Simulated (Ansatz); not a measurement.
Starting cell, ZnO (wurtzite):

```yaml
crystal:
  lattice:
    - [6.55919, 0.00000, 0.00000]
    - [-1.63980, 2.84021, 0.00000]
    - [0.00000, 0.00000, 5.29330]
  atoms:
    - { symbol: Zn, position: [0.33333, 0.33333, 0.00215] }
    - { symbol: Zn, position: [0.83333, 0.33333, 0.00215] }
    - { symbol: Zn, position: [0.16667, 0.66667, 0.50215] }
    - { symbol: Zn, position: [0.66667, 0.66667, 0.50215] }
    - { symbol: O, position: [0.33333, 0.33333, 0.62305] }
    - { symbol: O, position: [0.83333, 0.33333, 0.62305] }
    - { symbol: O, position: [0.16667, 0.66667, 0.12305] }
    - { symbol: O, position: [0.66667, 0.66667, 0.12305] }
```

A phonon eigenvector at M = (0.5, 0.0, 0.0) is frozen into this cell: atom i moves by Q times the vector below, so Q is the largest atomic displacement, in Å. The cell is held. (q is in reciprocal vectors of the primitive cell; the cell shown is doubled to hold the pattern.)

```
atom       x       y       z
----  ------  ------  ------
Zn1    0.789   0.456  -0.411
Zn2   -0.789  -0.456   0.411
Zn3    0.789   0.456   0.411
Zn4   -0.789  -0.456  -0.411
O5     0.069   0.040   0.122
O6    -0.069  -0.040  -0.122
O7     0.069   0.040  -0.122
O8    -0.069  -0.040   0.122
```

The numbers are results of PBE (plane waves to 420 eV, PAW, scalar-relativistic; Ansatz, a first-principles code), not measurements. k mesh 6×12×6 (Γ-centred), Fermi-Dirac smearing 0.05 eV. Energies are smeared free energies. ZnO was relaxed with its symmetry unable to fall. The zero of ΔE is the undisplaced structure.

```tsv
Q (Å)	ΔE (meV/cell)
-0.2800	2171
-0.2333	withheld
-0.1867	974
-0.1400	550
-0.0933	245
-0.0467	61
0.0000	0
0.0467	61
0.0933	245
0.1400	550
0.1867	974
0.2333	withheld
0.2800	2171
```

Problem. Fit an even polynomial form (powers 2, 4) to the given rows and predict ΔE at Q = 0.2333.

Solution. Least squares on the 11 given rows: ΔE = (28160)·Q² + (-6009)·Q⁴, in meV/cell with Q in Å; root-mean-square residual 0.3 meV/cell. At 0.2333 the fit gives 1515 meV/cell; the calculation gives 1515 meV/cell, the same to the digits shown. The quadratic term alone would give 1533 meV/cell.

(A displaced cell: forces are minus the slopes of the energy, force constants its curvatures, and phonons follow from these.)
